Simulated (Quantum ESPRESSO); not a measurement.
**Band energies of ZnCl$_{2}$**

```xyz
6
Lattice="3.6854 0.0000 0.0000 0.0000 3.6854 0.0000 0.0000 0.0000 10.8867" Properties=species:S:1:pos:R:3 pbc="T T T"
Cl     1.8427     0.0000     1.3406
Cl     1.8427     0.0000     6.7839
Cl     0.0000     1.8427     4.1028
Cl     0.0000     1.8427     9.5461
Zn     0.0000     0.0000     0.0000
Zn     1.8427     1.8427     5.4433
```

PBEsol (Quantum ESPRESSO, PseudoDojo norm-conserving, 84 Ry, scalar-relativistic); path ΓXMΓZRAZ,XR,MA; energies in eV from the valence-band maximum.

```
k (1/Å)  point  band 30  band 31  band 32  band 33  band 34  band 35  band 36  band 37
-------  -----  -------  -------  -------  -------  -------  -------  -------  -------
0.00         Γ    -0.26    -0.26    -0.15     0.00     0.00     3.76     4.96     5.69
0.21              -0.40    -0.29    -0.25    -0.23    -0.01     4.16     5.10     6.12
0.64              -0.92    -0.65    -0.55    -0.20    -0.10     5.17     5.22     7.57
0.85         X    -0.93    -0.60    -0.60    -0.17    -0.17     5.20     5.20     8.10
1.28              -1.36    -0.90    -0.90    -0.72    -0.72     6.17     6.17     7.18
1.49              -1.49    -1.27    -1.27    -0.99    -0.99     6.28     6.28     6.47
1.70         M    -1.56    -1.51    -1.51    -1.09    -1.09     6.20     6.20     6.25
1.88              -1.52    -1.44    -1.26    -1.06    -0.98     6.25     6.26     6.40
2.05              -1.39    -1.31    -0.95    -0.92    -0.71     6.22     6.31     6.84
2.39              -0.89    -0.85    -0.54    -0.41    -0.30     5.53     5.82     7.53
2.74              -0.36    -0.27    -0.19    -0.16    -0.06     4.05     5.09     5.96
2.91         Γ    -0.26    -0.26    -0.15     0.00     0.00     3.76     4.96     5.69
2.91         Z    -0.60    -0.18    -0.18    -0.06    -0.06     4.35     4.35     5.88
3.08              -0.63    -0.26    -0.18    -0.09    -0.06     4.46     4.59     6.10
3.25              -0.80    -0.39    -0.19    -0.19    -0.07     4.68     5.03     6.71
3.59              -0.96    -0.75    -0.60    -0.19    -0.12     5.05     5.41     7.55
3.76         R    -0.93    -0.82    -0.82    -0.17    -0.17     5.25     5.25     7.90
4.10              -1.14    -0.90    -0.90    -0.56    -0.56     5.96     5.96     7.47
4.27              -1.32    -1.10    -1.10    -0.82    -0.82     6.21     6.21     7.05
4.62         A    -1.64    -1.47    -1.47    -1.13    -1.13     6.29     6.29     6.71
4.92              -1.50    -1.12    -1.12    -0.87    -0.87     6.29     6.29     6.99
5.07              -1.32    -0.91    -0.91    -0.67    -0.67     6.24     6.24     7.31
5.37              -0.94    -0.57    -0.57    -0.25    -0.25     5.45     5.45     7.46
5.52              -0.79    -0.38    -0.38    -0.12    -0.12     4.91     4.91     6.66
5.82         Z    -0.60    -0.18    -0.18    -0.06    -0.06     4.35     4.35     5.88
5.82         X    -0.93    -0.60    -0.60    -0.17    -0.17     5.20     5.20     8.10
6.11         R    -0.93    -0.82    -0.82    -0.17    -0.17     5.25     5.25     7.90
6.11         M    -1.56    -1.51    -1.51    -1.09    -1.09     6.20     6.20     6.25
6.40         A    -1.64    -1.47    -1.47    -1.13    -1.13     6.29     6.29     6.71
```

The PBEsol gap is direct, 3.76 eV at Γ.

Geometry of the Materials Project entry, not relaxed at this level.

The distance between layers or molecules is the database entry's, not relaxed here. Functionals without dispersion can leave it too large, which widens gaps and weakens the response across layers: the numbers belong to this cell.
